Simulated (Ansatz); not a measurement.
ZnCu:
```xyz
2
Lattice="2.9186 0.0000 0.0000 0.0000 2.9186 0.0000 0.0000 0.0000 2.9186" Properties=species:S:1:pos:R:3 pbc="T T T"
Cu     0.0000     0.0000     0.0000
Zn     1.4593     1.4593     1.4593
```

Relaxed with r²SCAN.

Q: Map the valence electron density (e/Å³), cut off at 5 on the plane through (0.000, 0.000, 0.000) spanned by u = [1, 0, 0] and v = [0, 1, 1] in lattice vectors, from r²SCAN in the plane-wave PAW code Ansatz.

A: x is the fraction of u, y of v (the angle between them is 90°; rows are the nearest grid lines); atoms in the plane: Cu at (0.00, 0.00), Zn at (0.50, 0.50).
```
y \ x   0.000  0.0625  0.188  0.250  0.375  0.438  0.562  0.625  0.750  0.812  0.938   1.00
------  -----  ------  -----  -----  -----  -----  -----  -----  -----  -----  -----  -----
1.00     5.00    5.00   5.00   1.64  0.281  0.208  0.208  0.281   1.64   5.00   5.00   5.00
0.905    5.00    5.00   2.39  0.855  0.250  0.203  0.203  0.250  0.855   2.39   5.00   5.00
0.857    4.32    3.55   1.00  0.477  0.233  0.205  0.205  0.233  0.477   1.00   3.55   4.32
0.762   0.395   0.378  0.303  0.276  0.273  0.280  0.280  0.273  0.276  0.303  0.378  0.395
0.714   0.251   0.251  0.260  0.285  0.405  0.476  0.476  0.405  0.285  0.260  0.251  0.251
0.619   0.193   0.201  0.315  0.519   1.86   3.45   3.45   1.86  0.519  0.315  0.201  0.193
0.524   0.192   0.205  0.441  0.933   5.00   5.00   5.00   5.00  0.933  0.441  0.205  0.192
0.476   0.192   0.205  0.441  0.933   5.00   5.00   5.00   5.00  0.933  0.441  0.205  0.192
0.381   0.193   0.201  0.315  0.519   1.86   3.45   3.45   1.86  0.519  0.315  0.201  0.193
0.286   0.251   0.251  0.260  0.285  0.405  0.476  0.476  0.405  0.285  0.260  0.251  0.251
0.238   0.395   0.378  0.303  0.276  0.273  0.280  0.280  0.273  0.276  0.303  0.378  0.395
0.143    4.32    3.55   1.00  0.477  0.233  0.205  0.205  0.233  0.477   1.00   3.55   4.32
0.0952   5.00    5.00   2.39  0.855  0.250  0.203  0.203  0.250  0.855   2.39   5.00   5.00
0.000    5.00    5.00   5.00   1.64  0.281  0.208  0.208  0.281   1.64   5.00   5.00   5.00
```

The density is the valence pseudo-density with augmentation charge, so density and ELF within about 1 Å of a nucleus are not all-electron values.

Space group Pm-3m (CsCl type). Symmetry was held in the r²SCAN relaxation; of distortions, only those at the zone centre were tested. No spin polarisation was allowed.

Potentials: the later of the program's two PAW sets.
